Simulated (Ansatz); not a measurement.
Given:

Relaxed Ca (fcc, Cu type):

```
CELL_PARAMETERS angstrom
      0.00000     5.56856     5.56856
      2.78428     0.00000     2.78428
      2.78428     2.78428     0.00000
ATOMIC_POSITIONS crystal
  Ca 0.00000 0.00000 0.00000
  Ca 0.50000 0.00000 0.00000
```

A phonon eigenvector at L = (0.5, 0.0, 0.0) is frozen into this cell: atom i moves by Q times the vector below, so Q is the largest atomic displacement, in Å. The cell is held. (q is in reciprocal vectors of the primitive cell; the cell shown is doubled to hold the pattern.)

```
atom       x       y       z
----  ------  ------  ------
Ca1   -0.577   0.577   0.577
Ca2    0.577  -0.577  -0.577
```

Level of theory: r2SCAN (plane waves to 500 eV, PAW, scalar-relativistic; Ansatz, a quantum-chemistry and plane-wave program). k mesh 7×14×14 (Γ-centred), Fermi-Dirac smearing 0.05 eV. Energies are smeared free energies. With partly filled bands, energies and forces of such displacements shift with the k mesh and the smearing. Ca was relaxed with its symmetry unable to fall. The PAW data are Ansatz's earlier set. The zero of ΔE is the undisplaced structure.

The scan covers Q from -0.100 to 0.100 Å in 13 points.

Problem. Is this a single well or a double well?

Solution. A single well with its minimum at or next to zero displacement.

Problem. Which space group does the distorted structure have?

Solution. R-3m (No. 166), lowered from Fm-3m.

Problem. What is the energy change at Q = 0.100 Å?

Solution. 38.1 meV/cell.

Problem. What harmonic wavenumber does the curvature at Q = 0 give?

Solution. 161 cm⁻¹.

(For displaced atoms, the force is minus the slope of the energy, and its curvature is a force constant, which sets phonon frequencies.)
